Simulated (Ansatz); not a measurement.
## What DFT gives for Rb₂ZrC₆

```
C Rb Zr
1.0
     5.89761    0.00000    0.00000
    -2.94880    5.10748    0.00000
     0.00000    0.00000    4.61469
C Rb Zr
6 2 1
Direct
  0.16700 0.83300 0.20600
  0.16700 0.33400 0.20600
  0.66600 0.83300 0.20600
  0.83300 0.16700 0.79400
  0.33400 0.16700 0.79400
  0.83300 0.66600 0.79400
  0.33330 0.66670 0.69100
  0.66670 0.33330 0.30900
  0.00000 0.00000 0.00000
```

The numbers come from plane-wave PAW DFT (Ansatz): r2SCAN, no spin polarisation, 500 eV, 7×7×7 Γ-centred k points, fermi-dirac occupations (width 0.1 eV). Nothing was relaxed.

(1) What does the stress say?

(2) What happens at the Fermi level?

(3) Describe some of the short contacts.

(4) Where is the largest force?

Origin: a known structure type with other elements, at an estimated volume, so it need not be a known compound. Caveats: atoms or cell far from equilibrium.

Results:

(1) The pressure is 18.7 GPa (compression positive), so with the atoms held at these fractions the cell would first expand; the forces are large, so a full relaxation may end otherwise. The principal stresses 10.1, 22.9, 22.9 GPa differ, so its shape would change too.

(2) It is a metal, with about 5.3 states/eV a cell as the mean within 0.25 eV of the Fermi level, mostly C p (88 %).

(3) C–Zr at 1.95 Å: least valence density 0.97 e/Å³ and ELF 0.44 there. Rb–C at 2.81 Å: least valence density 0.15 e/Å³ and ELF 0.08 there. Both are smooth PAW fields, read partly inside the augmentation spheres.

(4) The largest is on C3 (and as large on other atoms): 2.78 eV/Å, components (-2.39, -1.38, -0.33). It makes 144° with the line to a nearest neighbour, Zr9 at 1.95 Å, pointing away from it.
